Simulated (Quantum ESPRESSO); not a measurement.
Solid-state NMR card for BN (changed cell)

```
BN
1.0
    0.00000     1.84926     1.79487
    1.79487     0.00000     1.79487
    1.79487     1.84926     0.00000
B N
1 1
Direct
  0.00000   0.00000   0.00000
  0.75000   0.75000   0.75000
```
The cell was made here from a computed Materials Project entry: strained by +2 % along the cube axis and by -1 % across it, atoms relaxed (PBE without dispersion, pw.x of a modified build of Quantum ESPRESSO, symmetry kept). The parent is BN in F-43m. Stability against distortions was not tested.

Computed: shieldings by GIPAW with PBE in Quantum ESPRESSO, on JTH PAW datasets, 25 Ha, k-mesh 7×7×7 shifted, f-sum rule met within 0.013 %.

```
site        site symmetry  σ_iso (ppm)  span Ω (ppm)
----------  -------------  -----------  ------------
B (atom 1)           -4m2           82             4
N (atom 2)           -4m2          191            18
```

Ω = σ33 − σ11 of the symmetric part; where symmetry doesn't make it nil, it is less certain than σ_iso.

These are absolute shieldings with no macroscopic susceptibility term; δ = σ_ref − σ needs a reference computed alike. By our sweeps, such settings leave a few ppm in absolute σ.
